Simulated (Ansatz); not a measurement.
**SrAg5: do energies and stresses tell the same story?**

All numbers below come from DFT r2SCAN, scalar-relativistic, plane waves, PAW (Ansatz 0.2.0).

Plane waves to 500 eV, a k mesh through Γ of 6×6×8 on the computed 6-atom cell and Gaussian smearing (0.10 eV); no spin polarisation.

Relaxed cell: P6/mmm, a = 5.678 Å, b = 5.678 Å, c = 4.641 Å, α = 90.00°, β = 90.00°, γ = 120.00°, 6 atoms in the primitive cell. Whether it is the stable form of this composition wasn't checked.

Energies at zero smearing and pressures from the stress tensor, at volumes with shape and atoms relaxed:
| V (Å³/atom) | E − E(first) (meV/atom) | P (GPa) |
| --- | --- | --- |
| 19.008 | 0.00 | 12.39 |
| 19.656 | -41.65 | 8.36 |
| 20.304 | -68.50 | 5.03 |
| 20.952 | -83.04 | 2.26 |
| 21.600 | -87.41 | -0.01 |
| 22.248 | -83.39 | -1.91 |
| 22.896 | -72.47 | -3.44 |
| 23.760 | -49.39 | -5.07 |

Question: Check P = −dE/dV between neighbouring volumes, and get the bulk modulus from the pressures alone.

Answer: With 1 eV/Å³ = 160.2 GPa:
```
middle V (Å³/atom)  −ΔE/ΔV (GPa) mean P (GPa)
            19.332        10.299        10.375
            19.980         6.638         6.695
            20.628         3.595         3.644
            21.276         1.081         1.124
            21.924        -0.995        -0.963
            22.572        -2.698        -2.676
            23.328        -4.280        -4.253
```

The two differ by 0.08 GPa at most. The mean of two end pressures misses the average over a step by about ΔV² P″/12, up to 0.06 GPa here; with that taken off 0.01 GPa remains. Around V = 21.600 Å³/atom, the two neighbours give B = −V ΔP/ΔV = 21.600 × 4.17 / 1.296 = 69.6 GPa, against B0 = 68.8 GPa from the Birch–Murnaghan fit of the energies.

Cost: 9 runs of about 16 core-minutes in all, on AMD EPYC 7R43 (Zen 3) (shared hosts).